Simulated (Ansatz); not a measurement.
## Profile along the Te–Cd line in CdTe (zinc blende)

CdTe (zinc blende)

Space group F-43m (No. 216); a = 6.619 Å, b = 6.619 Å, c = 6.619 Å, α = 90.00°, β = 90.00°, γ = 90.00°

```json
[
 {"atom": "Te", "site": "4c", "symmetry": "-43m", "x": "0.2500", "y": "0.2500", "z": "0.2500"},
 {"atom": "Cd", "site": "4a", "symmetry": "-43m", "x": "0.0000", "y": "0.0000", "z": "0.0000"}
]
```
(The calculation used a cell of 2 atoms; values per cell refer to that cell.)

Fields along a shortest Te–Cd line of a {110} plane (2.87 Å), from Te to Cd, interpolated on the slice's grid (step about 0.3 Å). These are PBE (plane waves to 420 eV, PAW, scalar-relativistic; Ansatz, an electronic-structure program) values and carry that method's errors. k mesh 9×9×9. Near the nuclei the fields are pseudised (PAW); where an atom keeps semicore shells as valence, they peak there. CdTe was relaxed with its symmetry unable to fall. Spin-orbit coupling is left out, though Te is heavy. The PAW data are Ansatz's earlier set.

```csv
distance from Te (Å),valence electron density (e/Å³),electron localisation function,density of the highest valence band (e/Å³),density of the lowest conduction band (e/Å³)
0.00,19.14,x,0.000,0.027
0.14,17.45,x,0.003,0.030
0.29,13.27,x,0.003,0.035
0.43,8.37,x,0.001,0.039
0.57,4.30,0.18,0.018,0.044
0.72,1.95,0.32,0.060,0.045
0.86,0.99,0.45,0.102,0.038
1.00,0.64,0.57,0.120,0.025
1.15,0.48,0.66,0.109,0.012
1.29,0.38,0.66,0.088,0.009
1.44,0.32,0.50,0.065,0.011
1.58,0.31,0.29,0.046,0.022
1.72,0.37,0.18,0.029,0.038
1.87,0.60,0.20,0.013,0.051
2.01,1.28,0.28,0.003,0.051
2.15,3.10,0.36,0.003,0.030
2.30,6.72,0.47,0.011,0.004
2.44,12.07,x,0.014,0.018
2.58,18.55,x,0.010,0.099
2.73,24.34,x,0.004,0.203
2.87,24.54,x,0.003,0.212
```

x: too close to a nucleus for the ELF to mean much. Band densities are of whole bands, smooth part only.

Density on the Te–Cd line (2.87 Å) at its density minimum, 1.5 Å from Te: 0.31 e/Å³. ELF at that point: 0.4. ELF maximum in the middle third of the Te–Cd line: 0.68, 1.2 Å from Te.
